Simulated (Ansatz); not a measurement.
Two states of MoBrO

```
Mo O Br
1.0
     3.84301    0.00000    0.00000
     0.00000    3.44089    0.00000
     0.00000    0.00000    8.57679
Mo O Br
2 2 2
Direct
  0.25000 0.25000 0.10400
  0.75000 0.75000 0.89600
  0.25000 0.75000 0.96300
  0.75000 0.25000 0.03700
  0.25000 0.75000 0.32800
  0.75000 0.25000 0.67200
```

Method: PBE; PAW, plane waves to 420 eV, 5×5×2 (shifted by 0, 0.5, 0.5 steps) mesh, fermi-dirac occupations (width 0.1 eV) (Ansatz 0.2.0), atoms fixed.

State A: Mo1 along (0.00, 0.00, 1.00), Mo2 along (0.00, 0.00, -1.00) (spinors with spin-orbit coupling). State B: Mo1 along (1.00, 0.00, 0.00), Mo2 along (1.00, 0.00, 0.00) (spinors with spin-orbit coupling).

Q: Compare the two self-consistent states.

A: State A is lower by 37.4 meV an atom at zero smearing; in free energy at this smearing B lies +35.5 meV an atom from A.

```csv
state,free energy (meV/atom),largest moment in a small sphere (μB),net moment (μB/cell),gap on mesh (eV),pressure (GPa),largest force (eV/Å)
A,0.0,1.57,0.00,metal,11.3,1.10
B,35.5,1.72,5.18,metal,12.6,1.98
```

Origin: a known structure type with other elements, at an estimated volume, so it need not be a known compound. Caveats: the k mesh is coarse if the cell is a metal; atoms or cell far from equilibrium; the SCF threshold is loose for a stress.
